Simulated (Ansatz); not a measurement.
Input file for Ansatz (a first-principles code):

Ansatz 0.2 input:
```yaml
crystal:
  lattice:
    - [3.8389345693, 0.0, 0.0]
    - [-1.9194672846, 3.3246148604, 0.0]
    - [0.0, 0.0, 3.9190358522]
  atoms:
    - { symbol: Y, position: [0.0, 0.0, 0.0] }
    - { symbol: H, position: [0.3333333333, 0.6666666667, 0.0] }
    - { symbol: Se, position: [0.6666666667, 0.3333333333, 0.5] }
kpoints:
  mp_grid: { grid: [7, 7, 6] }
  band_path:
    path:
      - [[0.0, 0.0, 0.0], [0.5, 0.0, 0.0], [0.3333333333, 0.3333333333, 0.0], [0.0, 0.0, 0.0], [0.0, 0.0, 0.5], [0.5, 0.0, 0.5], [0.3333333333, 0.3333333333, 0.5], [0.0, 0.0, 0.5]]  # Γ-M-K-Γ-A-L-H-A
      - [[0.5, 0.0, 0.5], [0.5, 0.0, 0.0]]  # L-M
      - [[0.3333333333, 0.3333333333, 0.5], [0.3333333333, 0.3333333333, 0.0]]  # H-K
      - [VBM, CBM]
    npoints: 8
hamiltonian:
  xc: r2scan
  pseudopotentials: { kind: paw }
magnetization: { noncollinear: true, spin_orbit: true }
scf:
  n_extra_bands: 12
  convergence: { dr2_threshold: 0.0000000001 }
  occupations: { method: gaussian, width: 0.01 }
checkpoint: { write: soc.run }
output: { eigenvalues: true }
```

Output (shortened):

```
Pseudopotential: Y, paw_fr, valence charge 11
Pseudopotential: H, paw_fr, valence charge 1
Pseudopotential: Se, paw_fr, valence charge 16
Functional definition: r2SCAN
non-collinear run that drives no moment, with spin-orbit …
Crystal: 3 atoms, lattice volume = 50.019 Å³
Basis set: ecut = 500 eV, 1233 PW (Γ), exchange–correlation on 120×120×120 points (64 copies of the dense FFT grid, shifted against one another)
Bands: 40, of which v1, the nominal top of the filled ones, is band 28 counted from 1 (27 counted from 0)
Symmetry: 12 space group operations + 12 with time reversal
k-points: 32 of 294 (time reversal used)
Projection manifold: j_resolved (fully-relativistic pseudo-atomic orbitals)
SCF iter   1: F=—  HF=-9351.652836 eV  |F-HF|=—  |Δ(HF+E_count)|=         —  Δρ=6.31e-2  dr2=3.09e0  dr2_τ=9.41e-3  dr2_m=0.00e0 (ungated)  ethr=3.10e-3  |M|=0.00e0 ∫|m|=0.00e0 μB  |m|>n=0.0e0 m-floor=0.0e0 τ_xc=0.0e0  β_m=0.30  ⟨swp⟩=5.8  Hψ=5598  notcnv=0  defer=28
preconditioner: auto → none
SCF iter   2: F=—  HF=-9350.956725 eV  |F-HF|=—  |Δ(HF+E_count)|=   6.96e-1  Δρ=3.46e-2  dr2=5.39e-1  dr2_τ=4.63e-3  dr2_m=0.00e0 (ungated)  ethr=3.10e-3  |M|=0.00e0 ∫|m|=0.00e0 μB  |m|>n=0.0e0 m-floor=0.0e0 τ_xc=0.0e0  β_m=0.38  ⟨swp⟩=2.1  Hψ=1960  notcnv=0  defer=200
SCF iter   3: F=—  HF=-9350.832659 eV  |F-HF|=—  |Δ(HF+E_count)|=   1.24e-1  Δρ=1.46e-2  dr2=6.84e-2  dr2_τ=1.27e-3  dr2_m=0.00e0 (ungated)  ethr=1.93e-3  |M|=0.00e0 ∫|m|=0.00e0 μB  |m|>n=0.0e0 m-floor=0.0e0 τ_xc=0.0e0  β_m=0.47  ⟨swp⟩=2.0  Hψ=1790  notcnv=0  defer=200
SCF iter   4: F=—  HF=-9350.832294 eV  |F-HF|=—  |Δ(HF+E_count)|=   3.65e-4  Δρ=4.14e-3  dr2=4.97e-3  dr2_τ=6.87e-5  dr2_m=0.00e0 (ungated)  ethr=2.44e-4  |M|=0.00e0 ∫|m|=0.00e0 μB  |m|>n=0.0e0 m-floor=0.0e0 τ_xc=0.0e0  β_m=0.60  ⟨swp⟩=2.0  Hψ=1528  notcnv=0  defer=200
SCF iter   5: F=—  HF=-9350.833238 eV  |F-HF|=—  |Δ(HF+E_count)|=   9.44e-4  Δρ=4.30e-4  dr2=4.23e-5  dr2_τ=8.91e-7  dr2_m=0.00e0 (ungated)  ethr=1.78e-5  |M|=0.00e0 ∫|m|=0.00e0 μB  |m|>n=0.0e0 m-floor=0.0e0 τ_xc=0.0e0  β_m=0.62  ⟨swp⟩=2.0  Hψ=1620  notcnv=0  defer=200
SCF iter   6: F=—  HF=-9350.833261 eV  |F-HF|=—  |Δ(HF+E_count)|=   2.37e-5  Δρ=1.44e-4  dr2=3.13e-6  dr2_τ=2.16e-7  dr2_m=0.00e0 (ungated)  ethr=1.51e-7  |M|=0.00e0 ∫|m|=0.00e0 μB  |m|>n=0.0e0 m-floor=0.0e0 τ_xc=0.0e0  β_m=0.67  ⟨swp⟩=2.0  Hψ=1976  notcnv=0  defer=200
SCF iter   7: F=—  HF=-9350.833265 eV  |F-HF|=—  |Δ(HF+E_count)|=   3.26e-6  Δρ=3.00e-5  dr2=1.95e-7  dr2_τ=5.87e-9  dr2_m=0.00e0 (ungated)  ethr=1.12e-8  |M|=0.00e0 ∫|m|=0.00e0 μB  |m|>n=0.0e0 m-floor=0.0e0 τ_xc=0.0e0  β_m=0.78  ⟨swp⟩=2.0  Hψ=1402  notcnv=0  defer=200
SCF iter   8: F=—  HF=-9350.833265 eV  |F-HF|=—  |Δ(HF+E_count)|=   5.54e-8  Δρ=1.35e-6  dr2=6.32e-10  dr2_τ=1.80e-11  dr2_m=0.00e0 (ungated)  ethr=6.96e-10  |M|=0.00e0 ∫|m|=0.00e0 μB  |m|>n=0.0e0 m-floor=0.0e0 τ_xc=0.0e0  β_m=0.82  ⟨swp⟩=2.5  Hψ=1754  notcnv=0  defer=200
SCF iter   9: F=-9350.833265 eV  HF=-9350.833265 eV  |F-HF|=2.55e-11  |Δ(HF+E_count)|=  5.58e-10  Δρ=2.98e-7  dr2=4.56e-11  dr2_τ=6.14e-13  dr2_m=0.00e0 (ungated)  ethr=1.00e-12  |M|=0.00e0 ∫|m|=0.00e0 μB  |m|>n=0.0e0 m-floor=0.0e0 τ_xc=0.0e0  ⟨swp⟩=9.4  Hψ=4823  notcnv=0
SCF 1 converged in 9 iterations: F = -9350.833265 eV  dr2 = 4.56e-11
NSCF: frozen V_eff on 28 k-points
NSCF: frozen V_eff on 28 k-points
NSCF: frozen V_eff on 28 k-points
NSCF: frozen V_eff on 13 k-points
NSCF: frozen V_eff on 9 k-points
NSCF: frozen V_eff on 6 k-points
NSCF: frozen V_eff on 6 k-points
NSCF: frozen V_eff on 6 k-points
NSCF: frozen V_eff on 6 k-points
NSCF: frozen V_eff on 84 k-points
SCF converged after 9 iterations
Magnetization: |M| = 0.0000 μB,  M = (+0.0000, +0.0000, +0.0000) μB
Absolute magnetization: 0.0000 μB (∫|m|)
  site 0: m = (+0.0000, +0.0000, +0.0000) μB, |m| = 0.0000 μB  (R = 0.91 Å)
  site 1: m = (+0.0000, +0.0000, +0.0000) μB, |m| = 0.0000 μB  (R = 0.91 Å)
  site 2: m = (+0.0000, +0.0000, +0.0000) μB, |m| = 0.0000 μB  (R = 1.22 Å)
Free energy (F): -9350.833265 eV
Harris-Foulkes:  -9350.833265 eV  (|F-HF|=2.55e-11)
Internal energy: -9350.833265 eV  (E = F + TS)
E sigma→0 (E₀):  -9350.833265 eV
Fermi energy:    11.166773 eV
--- Per-component energies (eV) ---
  E_band       = -463.169805
  E_kinetic    = 440.115051
  E_local      = -2895.837096  (includes V_loc(G=0)·N_el)
  E_nonlocal   = -545.567979
  E_hartree    = 1353.454600
  E_xc         = -278.547688
  E_vxc        = -344.104120  (∫ρ·V_xc dr)
  E_paw        = -4758.658638  (= ΣΔE_a)
  E_vpaw       = 157.774727  (= ΣTr[D̂ρ^β])
  E_aug_tail   = -0.000639  (compensation charges beyond the density's cutoff)
  E_vtau       = 17.541261  (kinetic-family band-sum trace: ∫τ·v_τ [+ j·A + Jᵃ·Aᵃ] dr)
  E_ewald      = -2663.889021
  E_core_change = -1.901854  (= ΣΔE_core)
  E_smearing   =  0.000000  (= −TS)
  E_closure    =  0.000000  (closes the sum)
  Σ components = -9350.833265   (vs F -9350.833265, Δ=0.00e0)
  [band-id]    e_kinetic+e_local+e_nonlocal+2·e_hartree+e_vxc+e_vpaw+e_augmentation_tail+e_vtau = -463.169596   (vs E_band -463.169805, Δ=2.10e-4)
--- Band table (eV; the first three rows and the last of 32) ---
  k-point 0: bands = ["-37.9388", "-37.9388", "-37.9185", "-37.9185", "-37.0436", "-37.0436", "-37.0370", "-37.0370", "-37.0176", "-37.0176", "-33.3290", "-33.3290", "-13.5691", "-13.5691", "-12.1639", "-12.1639", "-12.0890", "-12.0890", "-3.3602", "-3.3602", …
  k-point 1: bands = ["-37.9388", "-37.9388", "-37.9185", "-37.9185", "-37.0435", "-37.0435", "-37.0371", "-37.0371", "-37.0176", "-37.0176", "-33.3269", "-33.3269", "-13.5840", "-13.5840", "-12.1993", "-12.1993", "-12.0848", "-12.0848", "-3.1708", "-3.1708", …
  k-point 2: bands = ["-37.9387", "-37.9387", "-37.9185", "-37.9185", "-37.0434", "-37.0434", "-37.0371", "-37.0371", "-37.0175", "-37.0175", "-33.3227", "-33.3227", "-13.6160", "-13.6160", "-12.2649", "-12.2649", "-12.0764", "-12.0764", "-2.7544", "-2.7544", …
  k-point 31: bands = ["-37.9388", "-37.9386", "-37.9183", "-37.9183", "-37.0434", "-37.0432", "-37.0376", "-37.0372", "-37.0172", "-37.0171", "-33.2965", "-33.2964", "-13.7032", "-13.6937", "-12.3160", "-12.3148", "-12.2650", "-12.2536", "-2.3587", …
```

Cost: around 90 core-seconds (rough) on shared cores.

Space group P-6m2. The first step of the workflow began from a Materials Project structure, measured or hypothetical; the Crystallography Open Database copy checked does not list it. Its standing as an ambient phase is unchecked. The r²SCAN relaxation kept the symmetry of its start; its stability against distortions is not shown here. The run is not spin-polarised.

Potentials: the later of the program's two PAW sets.

Ansatz is a plane-wave DFT program.
